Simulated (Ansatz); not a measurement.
## Rocksalt alloy of MgO and CdO (26 of 32 Mg sites exchanged), 64 atoms

Ansatz, PAW, plane waves. PBEsol relaxation of volume and atoms (shape held) at the single k point (¼, ¼, ¼) without its symmetry partners; single points on the relaxed atoms at the Γ point alone, onto which points of the small cell's zone fold. Arrangement: random. No spin–orbit coupling unless named.

Relaxed structure:

```
CELL_PARAMETERS angstrom
9.24685 0.00000 0.00000
0.00000 9.24685 0.00000
0.00000 0.00000 9.24685
ATOMIC_POSITIONS crystal
O 0.24905 0.00156 0.00027
O 0.25130 0.01803 0.50031
O 0.25446 0.49813 0.99924
O 0.25991 0.48940 0.49953
O 0.75040 0.99997 0.00001
O 0.74817 0.00133 0.50005
O 0.72799 0.49867 0.99961
O 0.73260 0.49771 0.49962
O 0.00136 0.26793 0.00072
O 0.01255 0.25433 0.50073
O 0.99945 0.73093 0.99976
O 0.99888 0.74694 0.49984
O 0.49812 0.26270 0.00020
O 0.48773 0.26419 0.50011
O 0.49804 0.73558 0.99936
O 0.49773 0.73345 0.49941
O 0.00179 0.99917 0.24785
O 0.00163 0.99947 0.75258
O 0.01685 0.49993 0.23485
O 0.01733 0.50026 0.76583
O 0.49807 0.99860 0.24924
O 0.49818 0.99852 0.75077
O 0.48284 0.49929 0.24712
O 0.48284 0.49934 0.74957
O 0.25011 0.26426 0.26518
O 0.24973 0.26355 0.73576
O 0.24884 0.73576 0.25240
O 0.24877 0.73593 0.74684
O 0.75136 0.25025 0.25199
O 0.75099 0.25036 0.74828
O 0.75018 0.74862 0.25056
O 0.75036 0.74850 0.74900
Cd 0.99958 0.99967 0.00021
Cd 0.00140 0.00234 0.50020
Cd 0.00510 0.49899 0.50021
Cd 0.50008 0.99922 0.00002
Cd 0.49794 0.00222 0.50003
Cd 0.25083 0.25345 0.00047
Cd 0.25015 0.74596 0.99979
Cd 0.25070 0.74516 0.49976
Cd 0.75036 0.25393 0.00013
Cd 0.74748 0.25220 0.50015
Cd 0.74944 0.74462 0.99981
Cd 0.74679 0.74705 0.49980
Cd 0.24989 0.00277 0.25250
Cd 0.24985 0.00272 0.74793
Cd 0.74991 0.99944 0.25006
Cd 0.74988 0.99947 0.75001
Cd 0.74732 0.49939 0.24741
Cd 0.74740 0.49941 0.75231
Cd 0.00345 0.25372 0.25040
Cd 0.00323 0.25391 0.75073
Cd 0.00120 0.74583 0.24822
Cd 0.00121 0.74606 0.75150
Cd 0.49737 0.25392 0.25138
Cd 0.49710 0.25383 0.74915
Cd 0.49775 0.74461 0.24961
Cd 0.49776 0.74465 0.74973
Mg 0.02129 0.49968 0.00018
Mg 0.49238 0.49921 0.00084
Mg 0.49169 0.49713 0.50118
Mg 0.25269 0.25821 0.50033
Mg 0.25294 0.49719 0.25331
Mg 0.25279 0.49719 0.74785
```

(1) What are the mean bond lengths by pair (pairs within 1.2 times the sum of covalent radii, less contacts 15 % beyond the pair's median; cation–cation pairs of compounds aside; long ionic contacts are cut short by that bound)?

(2) What gap lies between the top filled and the lowest empty level in the single points?

Results:

(1) Cd–O 2.334 ± 0.055 Å (standard deviation, 155 bonds); Mg–O 2.207 ± 0.064 Å (standard deviation, 35 bonds).

(2) HSE06 1.16 eV (6.4 min on 7 threads of Neoverse-V2).
